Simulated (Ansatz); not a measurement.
SiSn (CsCl type, space group No. 221) at seven volumes, PBE in the plane-wave PAW code Ansatz, scaled uniformly. One row is withheld.

| V (Å³/atom) | P (GPa) |
|---|---|
| 19.445 | 7.35 |
| 20.087 | 4.40 |
| 20.728 | 1.98 |
| 21.369 | -0.01 |
| 22.010 | -1.69 |
| 22.651 | -3.14 |
| 23.292 | ? |

Fit the shown pressures and predict the withheld one.

P = (3/2)B₀(x^(7/2) − x^(5/2))[1 + (3/4)(B′ − 4)(x − 1)] with x = (V₀/V)^(2/3). Least squares on the six rows gives V₀ = 21.359 Å³/atom, B₀ = 61.6 GPa, B′ = 5.05. At V = 23.292, x = 0.9439 and P = -4.29 GPa. The run itself gave -4.43 GPa.

Space group Pm-3m (CsCl type). A made-up cell: these elements were put on the sites of a structure type; neither database checked (COD, Materials Project) lists it. Whether it is the stable phase at ambient conditions was not checked. The cell was relaxed with PBE under the symmetry of its start. At this level the phase is mechanically unstable. Spin–orbit coupling is left out wherever it is not named.

Potentials: the later of the program's two PAW sets.
